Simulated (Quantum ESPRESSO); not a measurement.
# ZnCaMg2O4: input and log of a self-consistent run

Computed values, not a measurement. The program is pw.x of Quantum ESPRESSO 7.5 (plane-wave density functional theory). The cell is made up: 8 atoms on a rocksalt lattice, with randomly drawn elements, strain and displacements, not relaxed. PseudoDojo standard norm-conserving files (v0.5 for PBE, v0.4.1 for LDA and PBEsol) set the functional; there is no spin polarisation, spin-orbit coupling or dispersion term, and the masses in the input are unused placeholders.

Input:

```
&control calculation='scf', pseudo_dir='./dojo.nc.sr.pbe.v0_5.standard.upf', outdir='./o', disk_io='medium', tprnfor=.true., tstress=.true. /
&system ibrav=0, nat=8, ntyp=4, nbnd=43, ecutwfc=84.00895049, nosym=.true., tot_charge=0,
 occupations='smearing', smearing='fd', degauss=0.0018374661
/
&electrons conv_thr=7.350e-09, electron_maxstep=60, /
ATOMIC_SPECIES
Ca 1.0 Ca.upf
Mg 1.0 Mg.upf
O 1.0 O.upf
Zn 1.0 Zn.upf
CELL_PARAMETERS angstrom
4.525 0.0 0.0
0.0 4.525 0.0
0.0 0.0 4.525
ATOMIC_POSITIONS angstrom
Zn -0.0543 -0.0288 0.0873
Ca 0.0469 2.3851 2.197
Mg 2.3266 0.0608 2.2931
Mg 2.1238 2.1986 0.0816
O 2.2086 0.1377 0.1022
O 2.3673 2.2911 2.2358
O 4.4804 0.076 2.4792
O 4.3611 2.3918 -0.1004
K_POINTS automatic
4 4 4 1 1 1
```

The log is shortened where brackets say so; the opening notice, blank lines, dates and the lines on written files are dropped, and the path of the files is cut. It prints rydbergs, bohrs and kilobars, and counts compression as positive stress.

```
     Program PWSCF v.7.5
     Parallel version (MPI & OpenMP), running on       1 processor cores
     Number of MPI processes:                 1
     Threads/MPI process:                     1
     [start-up lines left out]
     bravais-lattice index     =            0
     lattice parameter (alat)  =       8.5510  a.u.
     unit-cell volume          =     625.2481 (a.u.)^3
     number of atoms/cell      =            8
     number of atomic types    =            4
     number of electrons       =        74.00
     number of Kohn-Sham states=           43
     kinetic-energy cutoff     =      84.0090  Ry
     charge density cutoff     =     336.0358  Ry
     scf convergence threshold =      7.3E-09
     mixing beta               =       0.7000
     number of iterations used =            8  plain     mixing
     Exchange-correlation= PBE
                           (   1   4   3   4   0   0   0)
     [axes and pseudopotential details left out]
   Cartesian axes
     site n.     atom                  positions (alat units)
         1        Zn     tau(   1) = (  -0.0120000  -0.0063646   0.0192928  )
         2        Ca     tau(   2) = (   0.0103646   0.5270939   0.4855249  )
         3        Mg     tau(   3) = (   0.5141657   0.0134365   0.5067624  )
         4        Mg     tau(   4) = (   0.4693481   0.4858785   0.0180331  )
         5        O      tau(   5) = (   0.4880884   0.0304309   0.0225856  )
         6        O      tau(   6) = (   0.5231602   0.5063204   0.4940994  )
         7        O      tau(   7) = (   0.9901436   0.0167956   0.5478895  )
         8        O      tau(   8) = (   0.9637790   0.5285746  -0.0221878  )
     number of k points=    32  Fermi-Dirac smearing, width (Ry)=  0.0018
                       cart. coord. in units 2pi/alat
        k(    1) = (   0.1250000   0.1250000   0.1250000), wk =   0.0625000
        k(    2) = (   0.1250000   0.1250000   0.3750000), wk =   0.0625000
     [further k points left out]
     Dense  grid:    65117 G-vectors     FFT dimensions: (  50,  50,  50)
     Estimated max dynamical RAM per process >      87.49 MB
     Initial potential from superposition of free atoms
     starting charge      73.9933, renormalised to      74.0000
     Starting wfcs are   41 randomized atomic wfcs +    2 random wfcs
     total cpu time spent up to now is        7.5 secs
     per-process dynamical memory:    52.6 Mb
     Self-consistent Calculation
     iteration #  1     ecut=    84.01 Ry     beta= 0.70
     Davidson diagonalization with overlap
     ethr =  1.00E-02,  avg # of iterations =  6.3
     total cpu time spent up to now is       23.5 secs
     total energy              =    -865.10613807 Ry
     estimated scf accuracy    <       1.98235985 Ry
     iteration #  2     ecut=    84.01 Ry     beta= 0.70
     Davidson diagonalization with overlap
     ethr =  2.68E-03,  avg # of iterations =  3.9
     total cpu time spent up to now is       38.0 secs
     total energy              =    -865.43432796 Ry
     estimated scf accuracy    <       3.22660606 Ry
     iteration #  3     ecut=    84.01 Ry     beta= 0.70
     Davidson diagonalization with overlap
     ethr =  2.68E-03,  avg # of iterations =  3.2
     total cpu time spent up to now is       52.0 secs
     total energy              =    -866.04208228 Ry
     estimated scf accuracy    <       0.03805915 Ry
     iteration #  4     ecut=    84.01 Ry     beta= 0.70
     Davidson diagonalization with overlap
     ethr =  5.14E-05,  avg # of iterations =  5.9
     total cpu time spent up to now is       75.2 secs
     total energy              =    -866.05743102 Ry
     estimated scf accuracy    <       0.03693856 Ry
     iteration #  5     ecut=    84.01 Ry     beta= 0.70
     Davidson diagonalization with overlap
     ethr =  4.99E-05,  avg # of iterations =  2.0
     total cpu time spent up to now is       90.5 secs
     total energy              =    -866.06276389 Ry
     estimated scf accuracy    <       0.00296654 Ry
     [iterations 6 to 7 left out]
     iteration #  8     ecut=    84.01 Ry     beta= 0.70
     Davidson diagonalization with overlap
     ethr =  5.38E-08,  avg # of iterations =  2.0
     total cpu time spent up to now is      139.6 secs
     total energy              =    -866.06334722 Ry
     estimated scf accuracy    <       0.00001042 Ry
     iteration #  9     ecut=    84.01 Ry     beta= 0.70
     Davidson diagonalization with overlap
     ethr =  1.41E-08,  avg # of iterations =  2.0
     total cpu time spent up to now is      158.7 secs
     total energy              =    -866.06334881 Ry
     estimated scf accuracy    <       0.00000039 Ry
     iteration # 10     ecut=    84.01 Ry     beta= 0.70
     Davidson diagonalization with overlap
     ethr =  5.25E-10,  avg # of iterations =  4.3
     total cpu time spent up to now is      176.6 secs
     total energy              =    -866.06334896 Ry
     estimated scf accuracy    <       0.00000019 Ry
     iteration # 11     ecut=    84.01 Ry     beta= 0.70
     Davidson diagonalization with overlap
     ethr =  2.54E-10,  avg # of iterations =  2.0
     total cpu time spent up to now is      193.0 secs
     total energy              =    -866.06334898 Ry
     estimated scf accuracy    <       0.00000004 Ry
     iteration # 12     ecut=    84.01 Ry     beta= 0.70
     Davidson diagonalization with overlap
     ethr =  5.16E-11,  avg # of iterations =  2.6
     total cpu time spent up to now is      211.2 secs
     End of self-consistent calculation
     [lines on levels left out]
!    total energy              =    -866.06334899 Ry
     estimated scf accuracy    <          1.2E-09 Ry
     smearing contrib. (-TS)   =      -0.00000000 Ry
     internal energy E=F+TS    =    -866.06334899 Ry
     The total energy is F=E-TS. E is the sum of the following terms:
     one-electron contribution =    -515.41044662 Ry
     hartree contribution      =     281.81939071 Ry
     xc contribution           =    -125.29827218 Ry
     ewald contribution        =    -507.17402089 Ry
     convergence has been achieved in  12 iterations
     Forces acting on atoms (cartesian axes, Ry/au):
     atom    1 type  4   force =    -0.00427862    0.00551343   -0.02598860
     atom    2 type  1   force =    -0.00631116   -0.02607476    0.01801602
     atom    3 type  2   force =     0.00057039    0.00528355    0.01179930
     atom    4 type  2   force =     0.03522049    0.01602961   -0.01981826
     atom    5 type  3   force =    -0.00933419   -0.01651128    0.00278735
     atom    6 type  3   force =    -0.05570066    0.00719751   -0.00278016
     atom    7 type  3   force =     0.00925267    0.00936511   -0.03021552
     atom    8 type  3   force =     0.03058107   -0.00080317    0.04619988
     Total force =     0.107295     Total SCF correction =     0.000088
     Computing stress (Cartesian axis) and pressure
          total   stress  (Ry/bohr**3)                   (kbar)     P=      -46.27
  -0.00037047  -0.00001650  -0.00004099          -54.50       -2.43       -6.03
  -0.00001650  -0.00026417  -0.00001314           -2.43      -38.86       -1.93
  -0.00004099  -0.00001314  -0.00030890           -6.03       -1.93      -45.44
     init_run     :      6.65s CPU      7.33s WALL (       1 calls)
     electrons    :    187.36s CPU    203.69s WALL (       1 calls)
     forces       :      2.50s CPU      2.55s WALL (       1 calls)
     stress       :      9.21s CPU      9.29s WALL (       1 calls)
     [timing details left out]
     PWSCF        :   3m25.94s CPU   3m44.29s WALL
     JOB DONE.
```

In other units: free energy -11783.392 eV for the cell, pressure -4.63 GPa, largest force component 1.432 eV/Å. A rerun of a related cell, with the same atoms placed differently, at 1437 eV and a 6 x 6 x 6 mesh moved values by no more than 0.002 eV in energy, 0.05 GPa in stress and 0.005 eV/Å in force.